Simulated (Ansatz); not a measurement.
TlBr (CsCl type, space group No. 221), the program Ansatz at the PBE+D3(BJ) level (PAW): ε∞ = 6.04, cell volume 63.04 Å³. Infrared-active transverse modes:

| ω_TO (cm⁻¹) | oscillator strength S_xx (e²/amu) |
|---|---|
| 37.7 | 0.07742 |

Question: Compute the static dielectric constant.

Answer: Each mode adds (4.921e7/V) S/ω²: 42.60. So ε0 = 48.6.

Question: What LO frequency does the Lyddane–Sachs–Teller relation give?

Answer: ω_LO = ω_TO √(ε0/ε∞) = 107 cm⁻¹.

Space group Pm-3m (CsCl type). The cell was relaxed with PBE+D3(BJ) under the symmetry of its start; phonons on a q-mesh show no instability. Scalar-relativistic: spin–orbit coupling is off unless named, which matters more the heavier the elements.

Potentials: the later of the program's two PAW sets.
